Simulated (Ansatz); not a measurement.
# Property card for Cu$_{3}$Ge

Cu₃Ge:
```xyz
4
Lattice="2.6854 0.0000 0.0000 -1.3427 2.3256 0.0000 0.0000 0.0000 8.1554" Properties=species:S:1:pos:R:3 pbc="T T T"
Cu     0.0000     0.0000     4.0777
Cu     1.3427     0.7752     6.0549
Cu     1.3427     0.7752     2.1005
Ge     0.0000     0.0000     0.0000
```

Space group P-6m2 (No. 187); conventional cell a = 2.6854 Å, b = 2.6854 Å, c = 8.1554 Å, α = 90.00°, β = 90.00°, γ = 120.00°.

Method: PBEsol (plane waves, PAW; program Ansatz). Structure relaxed to zero pressure with the same functional. Other levels are named where they apply.

Cell and energy:

```json
{
  "volume_per_atom": "12.73 Å³",
  "density": "8.58 g/cm³",
  "Formation energy from the elements (no fitted shifts)": "0.13 eV/atom"
}
```

Electronic structure:

```json
{
 "electronic_character": "metallic (no gap)",
 "Density of states at the Fermi level": "0.33 states/eV per atom (mean over ±0.08 eV)",
 "Gap with spin–orbit coupling": "none (metallic)"
}
```

Mechanics:

```json
{
  "Bulk modulus (Birch–Murnaghan fit)": "133 GPa",
  "Pressure derivative B′": "4.8",
  "Elastic constants (relaxed ions, GPa)": "C11 = 178, C12 = 115, C13 = 99.3, C33 = 212, C44 = 15.5",
  "mechanical_stability": "stable (all eigenvalues of C positive)",
  "hill_bulk_and_shear_moduli": "133 and 26.6 GPa",
  "Young's modulus": "74.8 GPa",
  "Poisson's ratio": "0.41",
  "debye_temperature_from_the_elastic_constants": "254 K"
}
```

Phonons:

```json
{
  "highest_zone_centre_frequency": "240 cm⁻¹",
  "zone_centre_stability": "no imaginary mode at Γ"
}
```

The workflow started from a Materials Project entry (that database holds measured and hypothetical structures alike); the Crystallography Open Database copy checked does not list it. Whether it is the stable phase at ambient conditions was not checked. The cell was relaxed with PBEsol under the symmetry of its start. The run is not spin-polarised. As this level gives no gap, shear constants depend on the k-mesh and smearing (Fermi–Dirac, 0.1 eV here). As this level gives no gap, phonon frequencies hold no LO–TO term and depend on the k-mesh and smearing (Fermi–Dirac, 0.1 eV here). On the denser mesh and wider smearing of the elastic run this cell carries a stress of 0.3 GPa. The references are the lowest solids computed at this level, not always the standard phases. Spin–orbit coupling is left out wherever it is not named.

Potentials: the later of the program's two PAW sets.
